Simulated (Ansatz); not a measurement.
Molecular dynamics on a 2×2×3 supercell (24 atoms) of LiH (Fm-3m), relaxed with r2SCAN+rVV10. Forces come from PBE in Ansatz 0.2.0: a Nosé-Hoover thermostat at fixed volume, 800 K, steps of 1 fs. Classical nuclei, no spin polarisation; a few dozen steps show the first response, not equilibrium.

```yaml
crystal:
  lattice:
    - [0.0, 3.9969453814, 3.9969453814]
    - [3.9969453814, 0.0, 3.9969453814]
    - [5.9954180722, 5.9954180722, 0.0]
  atoms:
    - { symbol: Li, position: [0.0, 0.0, 0.0] }
    - { symbol: H, position: [0.25, 0.25, 0.1666666667] }
    - { symbol: Li, position: [0.0, 0.0, 0.3333333333] }
    - { symbol: H, position: [0.25, 0.25, 0.5] }
    - { symbol: Li, position: [0.0, 0.0, 0.6666666667] }
    - { symbol: H, position: [0.25, 0.25, 0.8333333333] }
    - { symbol: Li, position: [0.0, 0.5, 0.0] }
    - { symbol: H, position: [0.25, 0.75, 0.1666666667] }
    - { symbol: Li, position: [0.0, 0.5, 0.3333333333] }
    - { symbol: H, position: [0.25, 0.75, 0.5] }
    - { symbol: Li, position: [0.0, 0.5, 0.6666666667] }
    - { symbol: H, position: [0.25, 0.75, 0.8333333333] }
    - { symbol: Li, position: [0.5, 0.0, 0.0] }
    - { symbol: H, position: [0.75, 0.25, 0.1666666667] }
    - { symbol: Li, position: [0.5, 0.0, 0.3333333333] }
    - { symbol: H, position: [0.75, 0.25, 0.5] }
    - { symbol: Li, position: [0.5, 0.0, 0.6666666667] }
    - { symbol: H, position: [0.75, 0.25, 0.8333333333] }
    - { symbol: Li, position: [0.5, 0.5, 0.0] }
    - { symbol: H, position: [0.75, 0.75, 0.1666666667] }
    - { symbol: Li, position: [0.5, 0.5, 0.3333333333] }
    - { symbol: H, position: [0.75, 0.75, 0.5] }
    - { symbol: Li, position: [0.5, 0.5, 0.6666666667] }
    - { symbol: H, position: [0.75, 0.75, 0.8333333333] }
kpoints:
  mp_grid: { grid: [4, 4, 2] }
hamiltonian:
  xc: pbe
scf:
  occupations: { method: fermi_dirac, width: 0.069 }
md:
  ensemble: nvt_nose_hoover
  temperature: 800
  timestep: 1.0
  n_steps: 30
  initial_velocities: maxwell_boltzmann
  seed: 4818
```

Run as `ansatz run input.yaml --threads 4 --pin off --max-ram 3686MiB --backend cpu --events-out ev --progress --plain --runs-dir out`. Wall time 82 s on 4 threads of Arm Neoverse N1, on a shared host; peak host memory 0.61 GiB.

| step | t (fs) | T (K) | free energy F from step 0 (meV/atom) | kinetic energy (meV/atom) | largest force (eV/Å) |
| --- | --- | --- | --- | --- | --- |
| 0 | 0 | 800 | 0.0 | 99.1 | 0.00 |
| 1 | 1 | 789 | 1.4 | 97.7 | 0.22 |
| 2 | 2 | 756 | 5.5 | 93.6 | 0.43 |
| 3 | 3 | 705 | 11.9 | 87.3 | 0.63 |
| 4 | 4 | 640 | 20.0 | 79.2 | 0.81 |
| 5 | 5 | 567 | 29.0 | 70.3 | 0.96 |
| 6 | 6 | 494 | 38.2 | 61.2 | 1.08 |
| 7 | 7 | 425 | 46.7 | 52.7 | 1.16 |
| 8 | 8 | 368 | 53.9 | 45.6 | 1.20 |
| 9 | 9 | 324 | 59.3 | 40.2 | 1.20 |
| 10 | 10 | 297 | 62.7 | 36.8 | 1.15 |
| 11 | 11 | 284 | 64.3 | 35.2 | 1.19 |
| 12 | 12 | 285 | 64.2 | 35.3 | 1.22 |
| 13 | 13 | 295 | 62.9 | 36.6 | 1.23 |
| 14 | 14 | 310 | 61.0 | 38.4 | 1.22 |
| 15 | 15 | 326 | 59.1 | 40.4 | 1.24 |
| 16 | 16 | 338 | 57.7 | 41.9 | 1.26 |
| 17 | 17 | 344 | 57.0 | 42.6 | 1.27 |
| 18 | 18 | 342 | 57.3 | 42.4 | 1.28 |
| 19 | 19 | 333 | 58.5 | 41.3 | 1.28 |
| 20 | 20 | 319 | 60.4 | 39.5 | 1.28 |
| 21 | 21 | 301 | 62.6 | 37.3 | 1.27 |
| 22 | 22 | 284 | 64.8 | 35.2 | 1.29 |
| 23 | 23 | 270 | 66.7 | 33.4 | 1.33 |
| 24 | 24 | 260 | 68.0 | 32.2 | 1.37 |
| 25 | 25 | 255 | 68.7 | 31.6 | 1.41 |
| 26 | 26 | 255 | 68.7 | 31.6 | 1.44 |
| 27 | 27 | 260 | 68.2 | 32.2 | 1.46 |
| 28 | 28 | 268 | 67.3 | 33.2 | 1.46 |
| 29 | 29 | 279 | 66.0 | 34.6 | 1.42 |
| 30 | 30 | 292 | 64.6 | 36.1 | 1.35 |

The temperature starts at 800 K, is lowest at step 25 (255 K, 25 fs) and ends at 292 K. The thermostat hasn't had time to restore it. The atoms start on their lattice sites with kinetic energy alone, so much of it first passes into potential energy. By the last step the atoms have moved 0.23 Å in the root mean square, the drift of the whole cell taken out, 0.38 Å at most.

Positions (Å) and forces (eV/Å) at step 30:
```
Li  -0.068   0.009   0.026     0.244  -0.029  -0.413
H    2.031   1.927   2.200    -0.148   0.322  -0.607
Li   1.779   2.098  -0.083     1.314   0.205   0.256
H    3.990   4.011   1.971    -0.064  -0.073   0.029
Li   4.144   4.100  -0.056    -0.530  -0.299   0.090
H    5.865   5.899   1.746     0.179   0.115   0.619
Li   2.236   0.238   2.111    -0.145  -0.776  -0.416
H    4.156   1.827   4.057    -0.607   0.259  -0.036
Li   4.072   2.081   1.919    -0.383   0.154  -0.085
H    5.902   4.128   3.988     0.072  -0.440  -0.104
Li   6.298   4.194   1.882    -0.881  -0.556   0.308
H    8.083   6.042   3.925    -0.171  -0.199   0.070
Li   0.058   1.681   2.031    -0.174   0.476  -0.272
H    2.158   3.829   3.871    -0.444   0.296   0.533
Li   1.944   4.203   2.205     0.112  -0.572  -0.770
H    3.787   6.143   4.039     0.324  -0.216  -0.230
Li   3.874   5.814   2.045     0.191   0.504  -0.091
H    5.952   7.813   3.786     0.211   0.296   0.468
Li   1.917   1.988   3.942     0.146  -0.108   0.302
H    4.059   4.138   5.909    -0.025  -0.178   0.283
Li   3.948   3.725   4.087     0.124   0.574  -0.158
H    5.979   6.102   5.938    -0.030  -0.182   0.100
Li   5.772   5.859   3.960     0.186   0.387   0.108
H    7.974   7.975   5.937     0.500   0.041   0.017
```
